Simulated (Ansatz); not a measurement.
# A series in space group Im-3m

All 4 crystals share space group Im-3m (No. 229) and the same kinds of sites, 1 atom in the primitive cell. They are database entries and needn't be the stable phases. The set is a selection: crystals with a Fermi surface that the mesh didn't resolve were left out. Cells are relaxed by PAW under the functional.

Quantity: Fermi-surface sums. Level: LDA, all-electron LAPW in Ansatz 0.2.0, scalar-relativistic.

```csv
crystal,cell (conventional),fine k mesh,smearing (eV),N(E_F) (states/eV/atom),"ħω_p (r.m.s. of x, y, z) (eV)",Fermi speed (10⁶ m/s)
Mo,a = 3.113 Å,24×24×24,0.10,0.59,9.2,0.87
Na,a = 4.060 Å,20×20×20,0.10,0.45,6.4,1.08
Sb,a = 3.709 Å,24×24×24,0.10,?,?,?
Ta,a = 3.256 Å,24×24×24,0.05,1.24,9.7,0.67
```

**Question.** What did the calculation give for Sb?

**Answer.** N(E_F) = 0.59 states/eV/atom, ħω_p (r.m.s. of x, y, z) = 11.7 eV, Fermi speed = 1.48×10⁶ m/s.

Limits of these numbers: these sums move with the mesh, by several per cent and more for small sheets; no spin-orbit coupling on heavy atoms (Ta).
